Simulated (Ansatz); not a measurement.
Re:
```
Re
1.0
    0.00000     2.79715     2.79715
    2.79715     0.00000     2.79715
    2.79715     2.79715     0.00000
Re
2
Cartesian
  0.00000   0.00000   0.00000
  1.39857   1.39857   1.39857
```

Relaxed with PBEsol. Special points in fractions of this cell's reciprocal vectors: Γ (0.000, 0.000, 0.000); X (0.500, 0.000, 0.500); U (0.625, 0.250, 0.625); K (0.375, 0.375, 0.750); L (0.500, 0.500, 0.500); W (0.500, 0.250, 0.750).

Q: List the band energies nearest the Fermi level at these points for PBEsol (plane waves, PAW; program Ansatz).

A: In eV from the Fermi level; about four levels below and three above (degenerate sets whole), none deeper than 8.9 eV; points with the same levels are listed once.

```csv
k,below,above
Γ,-3.07 -3.07 -2.23 -2.23 -2.23,0.71 0.71 0.71
X,-2.42 -2.42 -1.87 -1.87,0.01 0.01 3.81 3.81
U,-1.91 -0.51 -0.40 -0.07,2.64 3.62 4.15
L,-2.76 -2.76 -2.48 -2.48 -0.86,1.81 1.81 3.42 3.42
W,-0.82 -0.82 -0.78 -0.78,3.98 3.98 4.34 4.34
```

Space group Fd-3m (diamond). The start of the workflow was typed in or built on a structure type; neither database checked (COD, Materials Project) lists it. It is not the phase usual at ambient conditions (space group No. 194). The cell was relaxed with PBEsol under the symmetry of its start. At this level the phase is mechanically unstable. The run is not spin-polarised. Scalar-relativistic: spin–orbit coupling is off unless named, which matters more the heavier the elements.

Potentials: the later of the program's two PAW sets.
